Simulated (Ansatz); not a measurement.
MgO (rock salt), relaxed and computed with several functionals in Ansatz (plane waves, PAW).

| functional | a (Å) | gap (eV) | B₀ by P(V) fit (GPa) |
|---|---|---|---|
| r²SCAN | 4.204 | 5.68 | 167 |
| HSE06 | 4.202 | 6.56 | 167 |
| PBE | … | … | … |

**Question.** Complete the blanks.

**Answer.** 
- PBE, a (Å): 4.254
- PBE, gap (eV): 4.46
- PBE, B₀ by P(V) fit (GPa): 149

All cells were relaxed under the symmetry of their starts (and spin orders); stability against distortions was not tested throughout.

Potentials: the later of the program's two PAW sets.

Ansatz (an electronic-structure program) is a plane-wave DFT program.
